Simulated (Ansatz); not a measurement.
The geometry is COD entry 9007432, unchecked; take it as a test cell.

An input for TiO$_{2}$ and the output that it gave: DFT, PBE, all-electron LAPW, scalar-relativistic (Ansatz 0.2.0).

```yaml
crystal:
  lattice:
    - [4.594, 0.0, 0.0]
    - [0.0, 4.594, 0.0]
    - [0.0, 0.0, 2.959]
  atoms:
    - { symbol: Ti, position: [0.0, 0.0, 0.0] }
    - { symbol: Ti, position: [0.5, 0.5, 0.5] }
    - { symbol: O, position: [0.306, 0.306, 0.0] }
    - { symbol: O, position: [0.194, 0.806, 0.5] }
    - { symbol: O, position: [0.694, 0.694, 0.0] }
    - { symbol: O, position: [0.806, 0.194, 0.5] }
kpoints:
  mp_grid: { grid: [6, 6, 9] }
  band_path:
    path:
      - [0.0, 0.0, 0.0]
      - [0.0, 0.5, 0.0]
      - [0.5, 0.5, 0.0]
      - [0.0, 0.0, 0.0]
      - [0.0, 0.0, 0.5]
      - [0.0, 0.5, 0.5]
      - [0.5, 0.5, 0.5]
      - [0.0, 0.0, 0.5]
      - [0.0, 0.5, 0.0]
    npoints: 8
scf:
  occupations: { method: fermi_dirac, width: 0.05 }
hamiltonian:
  xc: pbe
  pseudopotentials: { kind: all_electron, lapw: { basis_error: 0.001 } }
output:
  forces: true
  stress: true
  eigenvalues: true
  populations: true
  dos: { projected: true, de: 0.2, e_range: [-14, 8] }
```

The log:

```
Ti: projections on atomic orbitals take those of the free atom 1s2 2s2 2p6 3s2 3p6 3d2 4s2, of charge +0.00 (hamiltonian.pseudopotentials.projection_atoms)
O: projections on atomic orbitals take those of the free atom 1s2 2s2 2p4, of charge +0.00 (hamiltonian.pseudopotentials.projection_atoms)
LAPW: plane waves up to 10.406 Å⁻¹, error target 1.0e-3 eV per atom; small_component_spin mean_spin; O in spheres of 0.904 Å, 8 of its electrons in bands, Dirac shells []; Ti in spheres of 1.040 Å, 20 of its electrons in bands, Dirac shells []
Engine: ansatz 0.2.0
Pseudopotentials: kind: all_electron
Pseudopotential: Ti, LAPW, valence charge 20, Koelling and Harmon's equation, gaussian nucleus
Pseudopotential: O, LAPW, valence charge 8, Koelling and Harmon's equation, gaussian nucleus
Functional definition: PBE
  parameter kappa = 0.804
  parameter beta = 0.06672455060314922
  exchange = pbe_x(kappa = kappa, mu = beta*pi^2/3)
  correlation = pbe_c(beta = beta)
Crystal: 6 atoms, lattice volume = 62.449 Å³
Basis set: ecut = 412.5469332333565 eV, 1169 PW (Γ), exchange–correlation at level 2
Bands: 44, of which v1, the nominal top of the filled ones, is band 36 counted from 1 (35 counted from 0)
Symmetry: 16 space group operations
Space group: P42/mnm (ITA 136), of the structure as read, at distance tolerance 4.0e-5 Å
k-points: 50 of 324
Non-local potential: Ti, projectors of the file, none
Non-local potential: O, projectors of the file, none
Initial density: superposition of atomic densities (chi_scale 0.1, normalization cell, long waves kept (reshape's long-wave potential 0.00 eV rms))
Initial wavefunctions: plane waves of lowest kinetic energy (no species holds an atomic orbital)
Functional: x = pbe(κ = 0.804, μ = 0.2195149727645171), c = pbe(β = 0.06672455060314922)
iter 1 solved again at ethr=2.76e-2 eV; its pass at ethr=1.00e-1 eV (dr2=1.98e1 eV) is discarded
SCF iter   1: F=—  HF=-54677.942483 eV  |F-HF|=—  |Δ(HF+E_count)|=         —  Δρ=1.73e-1  dr2=1.98e1  ethr=2.76e-2  ⟨swp⟩=2.0  Hψ=14151  notcnv=0
preconditioner: auto → Resta (q_TF=auto, 2.794 Å⁻¹)  ε∞=3.5  [insulator: Δε(μ)=6.153 eV  Ē_g=19.703 eV  σ=0.050 eV  W_gap=1.00  n_scr=22 (ndim 8)  ℏωp=31.2 eV  f_vac=0.000  D(μ)=0.00/eV (n_scr^D=0)  ε∞_Penn≈3.5]
SCF iter   2: F=—  HF=-54672.135352 eV  |F-HF|=—  |Δ(HF+E_count)|=    5.81e0  Δρ=1.25e-1  dr2=1.17e1  ethr=2.76e-2  ⟨swp⟩=3.0  Hψ=7032  notcnv=0
preconditioner: auto → Kerker (q_TF=auto, 2.794 Å⁻¹)  [metal: Δε(μ)=0.016 eV  Ē_g=8.566 eV  σ=0.050 eV  W_gap=0.08  n_scr=22 (ndim 8)  ℏωp=26.6 eV  f_vac=0.011 (ignored in choosing the arm: the first look at the density read no void)  D(μ)=1.15/eV (n_scr^D=4)]
SCF iter   3: F=—  HF=-54669.108513 eV  |F-HF|=—  |Δ(HF+E_count)|=    3.03e0  Δρ=6.81e-2  dr2=3.19e0  ethr=1.63e-2  ⟨swp⟩=2.9  Hψ=6680  notcnv=0
SCF iter   4: F=—  HF=-54668.354001 eV  |F-HF|=—  |Δ(HF+E_count)|=   7.55e-1  Δρ=2.54e-2  dr2=4.30e-1  ethr=4.44e-3  ⟨swp⟩=2.0  Hψ=7150  notcnv=0
SCF iter   5: F=—  HF=-54668.486776 eV  |F-HF|=—  |Δ(HF+E_count)|=         —  Δρ=1.97e-2  dr2=3.00e-1  ethr=5.97e-4  ⟨swp⟩=2.2  Hψ=7162  notcnv=0
the basis was enlarged: its passes take 362.1 KiB over the memory plan, 2 of 2 planned eigensolver slots
SCF iter   6: F=—  HF=-54668.387864 eV  |F-HF|=—  |Δ(HF+E_count)|=   9.89e-2  Δρ=6.42e-3  dr2=3.51e-2  ethr=4.17e-4  ⟨swp⟩=2.0  Hψ=6891  notcnv=0
SCF iter   7: F=—  HF=-54668.379821 eV  |F-HF|=—  |Δ(HF+E_count)|=   8.04e-3  Δρ=2.29e-3  dr2=5.41e-3  ethr=4.87e-5  ⟨swp⟩=2.0  Hψ=6761  notcnv=0
SCF iter   8: F=—  HF=-54668.379357 eV  |F-HF|=—  |Δ(HF+E_count)|=   4.64e-4  Δρ=1.32e-3  dr2=1.66e-3  ethr=7.51e-6  ⟨swp⟩=2.0  Hψ=6762  notcnv=0
SCF iter   9: F=—  HF=-54668.379035 eV  |F-HF|=—  |Δ(HF+E_count)|=   3.22e-4  Δρ=5.44e-4  dr2=2.52e-4  ethr=2.30e-6  ⟨swp⟩=2.1  Hψ=6822  notcnv=0
iter 10 solved again at ethr=9.75e-9 eV; its pass at ethr=3.51e-7 eV (dr2=7.02e-6 eV) is discarded
SCF iter  10: F=—  HF=-54668.378955 eV  |F-HF|=—  |Δ(HF+E_count)|=   8.04e-5  Δρ=9.36e-5  dr2=7.00e-6  ethr=9.75e-9  ⟨swp⟩=2.0  Hψ=11254  notcnv=0
SCF iter  11: F=—  HF=-54668.378941 eV  |F-HF|=—  |Δ(HF+E_count)|=   1.40e-5  Δρ=2.47e-5  dr2=4.41e-7  ethr=9.72e-9  ⟨swp⟩=2.0  Hψ=6750  notcnv=0
SCF iter  12: F=-54668.378941 eV  HF=-54668.378941 eV  |F-HF|=1.03e-8  |Δ(HF+E_count)|=   1.07e-7  Δρ=3.54e-6  dr2=7.14e-9  ethr=6.13e-10  ⟨swp⟩=2.0  Hψ=6750  notcnv=0
SCF 1 converged in 12 iterations: F = -54668.378941 eV  dr2 = 7.14e-9
NSCF: frozen V_eff on 65 k-points
SCF converged after 12 iterations
Free energy (F): -54668.378941 eV
Harris-Foulkes:  -54668.378941 eV  (|F-HF|=1.03e-8)
Internal energy: -54668.378941 eV  (E = F + TS)
E sigma→0 (E₀):  -54668.378941 eV
Fermi energy:    10.318609 eV
--- Per-component energies (eV) ---
  E_band       = -11579.838347
  E_kinetic    = 55109.908121
  E_xc         = -3227.114458
  E_electrostatic = -106551.172603  (all electrons and nuclei)
  E_smearing   = -0.000000  (= −TS)
  E_closure    = 0.000000  (closes the sum)
  E_atoms      = -54616.856114  (free atoms, spherical and without spin; not in F)
  Σ components = -54668.378941   (vs F -54668.378941, Δ=0.00e0)
  Basis errors (estimates in eV, not in F): energy 4.5e-4 per atom: plane waves 4.1e-4 (2.4e-4 summed), levels above the bands 7.8e-46, relativity 4.7e-8, radial functions 4.3e-5, core shells 1.8e-13; eigenvalues (radial functions only) 1.7e-6; not estimated: angular momenta, meshes, grids; target (lapw.basis_error) 1.0e-3; muffin-tin radii O 0.904 Å, Ti 1.040 Å
--- Forces (eV/Å), atoms counted from 1 ---
  atom   1  Ti    -0.00000000    -0.00000000     0.00000000
  atom   2  Ti    -0.00000000     0.00000000     0.00000000
  atom   3  O     -0.16465053    -0.16465053     0.00000000
  atom   4  O      0.16465053    -0.16465053     0.00000000
  atom   5  O      0.16465053     0.16465053     0.00000000
  atom   6  O     -0.16465053     0.16465053     0.00000000
  max |Σ_I F_I| component: 1.11e-16 eV/Å
--- Stress (GPa, compression-positive) ---
        5.688472       0.000000       0.000000
        0.000000       5.688472       0.000000
        0.000000       0.000000       4.833852
  P = ⅓ Tr σ = 5.4036 GPa (54.036 kbar)
--- Band table (eV; the first three rows and the last of 50) ---
  k-point 0: bands = ["-522.1841", "-522.1841", "-495.0030", "-495.0030", "-495.0030", "-495.0030", "-429.4118", "-429.4118", "-429.4087", "-429.4087", "-429.4085", "-429.4085", "-47.4512", "-47.4341", "-23.7769", "-23.7769", "-23.6087", "-23.6087", "-23.5667", "-23.5328", "-8.8087", "-7.6496", "-6.8858", "-6.8858", "3.6331", "4.0451", "4.5032", "5.5421", "5.5421", "6.8563", "6.8563", "7.4260", "8.6964", "8.9627", "8.9627", "9.3813", "11.3095", "11.6446", "11.8467", "11.9207", "11.9207", "13.7847", "13.9878", "16.0973"]
  k-point 1: bands = ["-522.1841", "-522.1841", "-495.0030", "-495.0030", "-495.0030", "-495.0030", "-429.4118", "-429.4118", "-429.4087", "-429.4087", "-429.4085", "-429.4085", "-47.4459", "-47.4298", "-23.7629", "-23.7629", "-23.6207", "-23.6064", "-23.6064", "-23.5896", "-8.6779", "-7.5735", "-6.9493", "-6.9493", "3.8135", "4.1828", "4.6451", "5.4139", "5.4139", "7.0550", "7.1033", "7.1033", "8.1886", "8.7161", "8.7161", "9.3264", "11.6109", "11.7552", "11.7588", "12.0842", "12.0842", "13.8862", "13.9722", "15.9016"]
  k-point 2: bands = ["-522.1841", "-522.1841", "-495.0030", "-495.0030", "-495.0030", "-495.0030", "-429.4118", "-429.4118", "-429.4087", "-429.4087", "-429.4085", "-429.4085", "-47.4324", "-47.4192", "-23.7549", "-23.7310", "-23.7260", "-23.7260", "-23.6017", "-23.6017", "-8.3289", "-7.3949", "-7.1092", "-7.1092", "4.2935", "4.5348", "5.0621", "5.2936", "5.2936", "6.2724", "7.1947", "7.5253", "7.5253", "8.1148", "8.1148", "9.0591", "11.6414", "11.9474", "12.1370", "12.4608", "12.4608", "13.5937", "14.3789", "15.5877"]
  k-point 49: bands = ["-522.1841", "-522.1841", "-495.0030", "-495.0030", "-495.0030", "-495.0030", "-429.4118", "-429.4118", "-429.4087", "-429.4087", "-429.4085", "-429.4085", "-47.4030", "-47.4030", "-23.9926", "-23.9926", "-23.6425", "-23.6425", "-23.6101", "-23.6101", "-7.4988", "-7.4988", "-7.2424", "-7.2424", "4.6821", "4.6821", "4.8623", "4.8623", "5.8807", "5.8807", "6.7583", "6.7583", "8.0985", "8.0985", "8.6807", "8.6807", "12.0391", "12.0391", "12.5935", "12.5935", "12.6427", "12.6427", "15.3127", "15.3127"]
--- Löwdin populations: 6 sites ---
  site symbol       q [e]
     0     Ti     20.6021
     1     Ti     20.6021
     2      O      8.6635
     3      O      8.6635
     4      O      8.6635
     5      O      8.6635
  spilling = 0.001866 (of n_electrons = 76.000000)
```
